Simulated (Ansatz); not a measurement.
Level of theory: DFT PBE, scalar-relativistic, plane waves, PAW (Ansatz 0.2.0). All cells share a 420 eV cutoff and Γ-centred k meshes spaced at most about 0.3 Å⁻¹ (about 0.25 or finer for metals, 2π included). No spin polarisation in the final relaxations.

These are static total energies at zero pressure. All come from trial cells, and lower structures may exist.

Problem. These unrelaxed guesses for Ti3Si4Ni are each relaxed within their symmetry. Order them by the energy at which they end, lowest first.
A.

```
Ti Si Ni
1.0
     3.58489    0.00000    0.00000
     0.00000    6.43259    0.00000
     0.00000    0.00000    4.92749
Ti Si Ni
3 4 1
Direct
  0.00000 0.50000 0.00000
  0.50000 0.00000 0.50000
  0.00000 0.00000 0.00000
  0.00000 0.76600 0.62500
  0.00000 0.23400 0.62500
  0.50000 0.28800 0.07800
  0.50000 0.71200 0.07800
  0.50000 0.50000 0.50000
```

B.

```
Ti Si Ni
1.0
     3.23462    0.00000    0.00000
     0.00000    6.99693    0.00000
     0.00000    0.00000    5.02061
Ti Si Ni
3 4 1
Direct
  0.50000 0.50000 0.34422
  0.00000 0.25000 0.65578
  0.00000 0.75000 0.65578
  0.50000 0.50000 0.84230
  0.50000 0.00000 0.84230
  0.00000 0.25000 0.15770
  0.00000 0.75000 0.15770
  0.50000 0.00000 0.34422
```

Solution. A (ends in Pmm2, 0 meV/atom), B (ends in Pmm2, 47 meV/atom).

Trial moments died out on the coarse mesh in Pmm2; another magnetic start might hold. Cells relaxed within their symmetry can be saddle points. Some structure types and database cells were kept out of the candidates from the start, so a known form may be missing.
